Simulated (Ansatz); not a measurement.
OsC (CsCl type, Pm-3m) at seven volumes, plane-wave PAW PBE (Ansatz code), scaled uniformly. One row is withheld.

```
V (Å³/atom)  P (GPa)
-----------  -------
8.858              ?
9.150          27.76
9.442          12.70
9.734           0.00
10.026        -10.66
10.318        -19.71
10.610        -27.34
```

Q: Fit the shown pressures and predict the withheld one.

A: P = (3/2)B₀(x^(7/2) − x^(5/2))[1 + (3/4)(B′ − 4)(x − 1)] with x = (V₀/V)^(2/3). Least squares on the six rows gives V₀ = 9.734 Å³/atom, B₀ = 388 GPa, B′ = 4.67. At V = 8.858, x = 1.0649 and P = 45.63 GPa. The run itself gave 45.46 GPa.

The cell is a constructed one: a structure type filled with these elements; neither database checked (COD, Materials Project) lists it. Whether it is the stable phase at ambient conditions was not checked. The cell was relaxed with PBE under the symmetry of its start; its stability against distortions is not shown here. The run is not spin-polarised. Scalar-relativistic: spin–orbit coupling is off unless named, which matters more the heavier the elements.

Potentials: the earlier of the program's two PAW sets.
